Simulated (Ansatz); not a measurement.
AlP in space group P6_222 (No. 180; Al on 3d, P on 3c), plane-wave PAW PBEsol (Ansatz code). The conduction-band minimum lies at M, with 3 equivalent valleys. Second derivatives d²E/dk² of the lowest band at one valley (eV·Å²), along Cartesian directions:

```csv
direction,d²E/dk²
[100],5.015
[010],18.83
[001],52.69
[110],11.89
[101],28.83
[011],35.74
```

Find the principal effective masses, the density-of-states mass and the conductivity mass.

Off-diagonal terms follow from H_xy = H[110] − (H_xx + H_yy)/2, and m*/mₑ = 7.620 eV·Å² over each eigenvalue: 0.14, 0.40, 1.5. One valley's DOS mass (m₁m₂m₃)^(1/3) = 0.45, conductivity mass 3/(Σ 1/mᵢ) = 0.30 mₑ.

What effective density of states Nc follows at 300 K for parabolic valleys?

Nc = 2.509e19 × 3 × (0.45)^(3/2) ≈ 2.3e19 cm⁻³.

With the computed static dielectric constant 20.5 (mean of the diagonal), estimate a hydrogenic donor's binding energy and radius.

E = 13.606 eV × 0.30/20.5² ≈ 9.7 meV; a = 0.529 Å × ε/m* ≈ 36 Å. Semilocal masses tend to be too small when the gap is underestimated.

The start of the workflow was typed in or built on a structure type; neither database checked (COD, Materials Project) lists it. It is not the phase usual at ambient conditions (space group No. 216). The cell was relaxed with PBEsol under the symmetry of its start; whether a distortion lowers the energy is not shown.

Potentials: the earlier of the program's two PAW sets. The files were generated under PBE; for other functionals the program regenerates the frozen cores, and for LDA and PBEsol the local potential too.
